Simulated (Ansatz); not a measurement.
The relaxed structure here is a generated cell of PbO2: the first start was made by placing the elements on the sites of a structure type, and the end was not matched to a known phase here, so it may be hypothetical. Known forms of PbO2 include space group No. 136.

A structure of PbO₂ relaxed with PBEsol (plane waves to 420 eV, PAW, scalar-relativistic; Ansatz, a first-principles code); single points at other levels follow on the same geometry (Ansatz, PAW; PBEsol+SOC at 420 eV on a 13×13×13 k-mesh; spin-orbit coupling only where +SOC is written). Space group I4/mmm (No. 139).

PbO2 has the tetragonal space group I4/mmm (No. 139), Pearson symbol tI6. Conventional cell: a = b = 3.5511 Å, c = 7.0100 Å, α = β = γ = 90.00°. Pb on 2a sees 10 O at 2.623–2.746 Å. O on 4e has 1 O at 1.517 Å and 5 Pb at 2.623–2.746 Å. (Neighbours: up to the widest gap in distance over summed covalent radii, below 1.35, at either atom; cation-cation and far metal-metal contacts left out.)
(The calculation used a cell of 3 atoms; values per cell refer to that cell.)

| level | gap (eV) | kind | conduction minimum |
|---|---|---|---|
| PBEsol | 0.64 | direct | M |
| PBEsol+SOC | 0.54 | direct | M |

The shift from spin-orbit coupling is approximate. The relaxed cell holds bonded O–O pairs (1.52 Å). No spin polarisation in the result.

The run could not lower the symmetry of its start; a shaken copy of this end point relaxes with PBEsol to P-1 (No. 2), 92 meV/atom lower.
